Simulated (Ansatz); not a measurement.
# Sb2Se3 — quadrupolar parameters

The cell is a computed structure from the Materials Project (it need not be an observed phase).

```
Sb Se
1.0
    12.36207    0.00000    0.00000
     0.00000    4.00156    0.00000
     0.00000    0.00000   11.71363
Sb Se
8 12
Direct
  0.14032 0.75000 0.03809
  0.85968 0.25000 0.96191
  0.35968 0.25000 0.53809
  0.64032 0.75000 0.46191
  0.03381 0.25000 0.32959
  0.96619 0.75000 0.67041
  0.46619 0.75000 0.82959
  0.53381 0.25000 0.17041
  0.94835 0.75000 0.12753
  0.05165 0.25000 0.87247
  0.55165 0.25000 0.62753
  0.44835 0.75000 0.37247
  0.20533 0.25000 0.19210
  0.79467 0.75000 0.80790
  0.29467 0.75000 0.69210
  0.70533 0.25000 0.30790
  0.62735 0.75000 0.05410
  0.37265 0.25000 0.94590
  0.87265 0.25000 0.55410
  0.12735 0.75000 0.44590
```

Atoms are numbered from 1 in the order listed; like atoms form one site, named after its first atom.

Method: Kohn–Sham DFT in Ansatz, r2SCAN, plane waves and PAW, scalar-relativistic, 500 eV cutoff, Γ-centred 3×7×3 k-points, Fermi–Dirac smearing 0.02 eV.

C_Q = eQV_zz/h, which is 24.18 MHz for Q = 1 b and V_zz = 10²¹ V/m²; η = (V_xx − V_yy)/V_zz. Directions are in the Cartesian axes of the cell vectors above, for the atom listed; none is given where the gradient is under 0.02 or η is above 0.95.

Problem. What field gradients does the calculation give at each kind of site?

Solution. 

| site | first atom | first shell | V_zz (10²¹ V/m²) | η | direction of V_zz (x, y, z) |
| --- | --- | --- | --- | --- | --- |
| Sb1 | 1 | 3 Se at 2.59–2.81 Å; also 2 Se at 2.99 Å | -18.16 | 0.05 | 0.79 0.00 -0.61 |
| Sb5 | 5 | 3 Se at 2.66–2.68 Å; also 3 Se at 3.27–3.30 Å | -15.43 | 0.32 | 0.99 0.00 0.13 |
| Se9 | 9 | 1 Sb at 2.59 Å; also 4 Sb at 2.99–3.27 Å | 18.92 | 0.70 | 0.96 0.00 -0.29 |
| Se13 | 13 | 3 Sb at 2.66–2.81 Å | 10.56 | 0.60 | -0.50 0.00 0.87 |
| Se17 | 17 | 2 Sb at 2.68 Å, angle 96°; also 1 Sb at 3.30 Å | -31.1 | 0.30 | 0.77 0.00 0.63 |

At Sb5 V_zz stands upright on the plane through its three neighbours (within 11°). At Se9 V_zz points along its bond to Sb (within 8°). At Se17 V_zz stands upright on the plane of its two bonds (within 2°).

Without spin–orbit coupling (the program notes it for Sb) the gradients can shift somewhat, as the gap is small. With these PAW files V_zz is typically within 2 to 3 % of all-electron values, but misses above 10 % occur on Sb.
